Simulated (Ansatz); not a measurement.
KMnSb:
```
KMnSb
1.0
    4.65556     0.00000     0.00000
    0.00000     4.65556     0.00000
    0.00000     0.00000     8.19931
K Sb Mn
2 2 2
Cartesian
  0.00000   2.32778   5.34980
  2.32778   0.00000   2.84951
  0.00000   2.32778   1.56440
  2.32778   0.00000   6.63491
  0.00000   0.00000   0.00000
  2.32778   2.32778   0.00000
```
The run is spin-polarised; directions of the spins, atom by atom: 0 0 0 0 ↑ ↓.

Relaxed with r²SCAN. Special points in fractions of this cell's reciprocal vectors: Γ (0.000, 0.000, 0.000); X (0.000, 0.500, 0.000); M (0.500, 0.500, 0.000); Z (0.000, 0.000, 0.500); R (0.000, 0.500, 0.500); A (0.500, 0.500, 0.500).

Task: List the band energies nearest the valence-band maximum at these points for r²SCAN (plane waves, PAW; program Ansatz).

Result: In eV from the valence-band maximum; about four levels below and three above (degenerate sets whole), none deeper than 8.9 eV; points with the same levels are listed once.

| k | below | above |
|---|---|---|
| Γ ↑ | -1.61 -1.61 -0.41 0.00 0.00 | 1.27 1.73 2.09 |
| X ↑ | -1.48 -0.91 -0.84 -0.58 | 1.76 1.89 1.99 |
| M ↑ | -1.85 -1.61 -1.61 -1.50 | 1.28 1.28 2.03 |
| Z ↑ | -1.62 -1.62 -0.98 0.00 0.00 | 1.58 1.65 2.09 |
| R ↑ | -1.26 -0.91 -0.60 -0.43 | 1.71 1.74 2.37 |
| A ↑ | -1.87 -1.79 -1.79 -1.51 | 1.46 1.46 2.05 |

Space group P4/nmm. The workflow started from an entry of the Crystallography Open Database (COD). Its standing as an ambient phase is unchecked. The r²SCAN relaxation kept the symmetry of its start, as lowered by the spin order; whether a distortion lowers the energy is not shown. Spin order of the final state: antiferromagnetic, chosen from 2 collinear starts compared on coarse meshes (ties went to the first, and starts can fall back to one state), not a proven ground state. Other orbital occupations within this spin state were not tried. Point labels and valley counts follow the cell and symmetry of the run, lower than the named group. Spin–orbit coupling is left out wherever it is not named.

Potentials: the later of the program's two PAW sets.
